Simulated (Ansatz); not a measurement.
## Turning moments in Fe

The cell (1 atom) is Fe as a test cell of our own (not relaxed).

```xyz
1
Lattice="-1.4495 1.4495 1.4495 1.4495 -1.4495 1.4495 1.4495 1.4495 -1.4495" Properties=species:S:1:pos:R:3 pbc="T T T"
Fe    0.0000    0.0000    0.0000
```

Numbers behind element symbols give the atom's place in this list.

The calculation used Ansatz, DFT, PBE, fully relativistic norm-conserving potentials, plane waves, spin-orbit coupling.

| Item | Value |
| --- | --- |
| Plane-wave cutoff | 1225 eV |
| k-point mesh | 5×5×5 (Γ-centred) |
| Occupations | Gaussian smearing, 0.1 eV |
| Valence electrons | 16 |

With one magnetic atom in the cell its copies can only be parallel; orders in a larger cell may lie lower.

The mesh is coarse, so energy differences (and at times their sign) aren't converged.

Spins are non-collinear; moments are vectors (x, y, z) in μB.

The default search lets the program follow hints of a lower state (another filling of open shells, a soft direction), where it sees any. With a search on, the program may also reshape the start on open shells.

Only this run was made, so its end need not be the lowest state of the cell.

**Question.** Start Fe1 (0.00, 0.00, 2.20); default search for lower states. What happens?

**Answer.** It converges in 15 iterations: site vectors not recorded: net moment 2.49 μB, absolute moment 2.64 μB.
